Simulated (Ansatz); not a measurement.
InCo$_{3}$N (anti-perovskite, space group No. 221) at seven volumes, the program Ansatz at the PBEsol level (PAW), scaled uniformly. One row is withheld.

| V (Å³/atom) | P (GPa) |
|---|---|
| 9.915 | 26.65 |
| 10.242 | 16.23 |
| 10.569 | ? |
| 10.896 | 0.00 |
| 11.223 | -6.19 |
| 11.550 | -11.36 |
| 11.876 | -15.74 |

**Question.** Fit the shown pressures and predict the withheld one.

**Answer.** Third-order Birch–Murnaghan: P = (3/2)B₀(x^(7/2) − x^(5/2))[1 + (3/4)(B′ − 4)(x − 1)] with x = (V₀/V)^(2/3). Least squares on the six rows gives V₀ = 10.897 Å³/atom, B₀ = 224.9 GPa, B′ = 4.81. At V = 10.569, x = 1.0206 and P = 7.40 GPa. The run itself gave 7.39 GPa.

Space group Pm-3m (anti-perovskite). The workflow started from a Materials Project entry (that database holds measured and hypothetical structures alike); the Crystallography Open Database copy checked does not list it. Whether it is the stable phase at ambient conditions was not checked. Symmetry was held in the PBEsol relaxation; its stability against distortions is not shown here. Spin order of the final state: ferromagnetic, chosen from 4 collinear starts compared on coarse meshes (ties went to the first, and starts can fall back to one state), not a proven ground state. No Hubbard U is applied.

Potentials: the later of the program's two PAW sets.
